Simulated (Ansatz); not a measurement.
**Ca: how the free axis answers a strain**

Ca, Fm-3m, a = 5.453 Å. Ansatz: PBEsol, PAW, 420 eV, Γ-centred 12×12×8 mesh on 2 atoms, Gaussian smearing 0.10 eV; no spin polarisation. Series: uniaxial strain along a, with b, c and atoms relaxed; x is the strain in per cent. The axes a, b, c are those of the computed cell (3.856, 3.858, 5.448 Å), along [1 -1 0], [1 1 0], [0 0 1] of the cell named above. y is the change of c in per cent of 5.448 Å.

| x (%) | y (%) |
| --- | --- |
| -4.5 | ? |
| -3.0 | 2.20 |
| -1.5 | 1.02 |
| 0.0 | 0.00 |
| 1.5 | -1.55 |
| 3.0 | -3.16 |
| 4.5 | -4.91 |

**Question.** Fit y = c1 x + c2 x² to the other rows, say what c1 measures, and predict the missing y.

**Answer.** Least squares on the rows shown. y = −0.8751 x − 0.05070 x². So −c1 = 0.875 is Poisson's ratio for this pair of axes, over the isotropic limit of 0.5, which a direction in an anisotropic crystal may pass. Along b the same runs (not shown) give -0.26: b grows with the strained axis. At x = -4.5 the fit asked for gives 2.91 %. The run gave 3.21 %, so the fit is 0.30 % too low, 3.7 % of the span of the series, against an rms of 0.11 % on the fitted rows. The row lies outside the fitted range. With a term in x³ added, a fit to the same known rows predicts 2.73 %, further off still.